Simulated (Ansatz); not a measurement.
# Re, a known structure type with other elements, at an estimated volume

```yaml
crystal:
  lattice:
    - [2.80052, 0.00000, 0.00000]
    - [-1.40026, 2.42532, 0.00000]
    - [0.00000, 0.00000, 4.38155]
  atoms:
    - { symbol: Re, position: [0.33333, 0.66667, 0.25000] }
    - { symbol: Re, position: [0.66666, 0.33333, 0.75000] }
```

Single point in Ansatz 0.2.0 with r2SCAN, spin-orbit coupling. Cutoff 500 eV, PAW datasets, 7×7×4 Γ-centred k mesh, gaussian filling (width 0.012 eV).

The state carries no moments; the state need not be the lowest.

**Stress.** The pressure is -4.3 GPa (compression positive), so with the atoms held at these fractions the cell would first shrink. The principal stresses -8.5, -8.5, 4.0 GPa differ, so its shape would change too.
**Electronic structure.** It is a metal, with about 2 states/eV a cell as the mean within 0.25 eV of the Fermi level, mostly Re d (92 %).
**Forces.** The forces vanish by the symmetry of the sites.

Origin: a known structure type with other elements, at an estimated volume, so it need not be a known compound. Caveats: the k mesh is coarse if the cell is a metal.
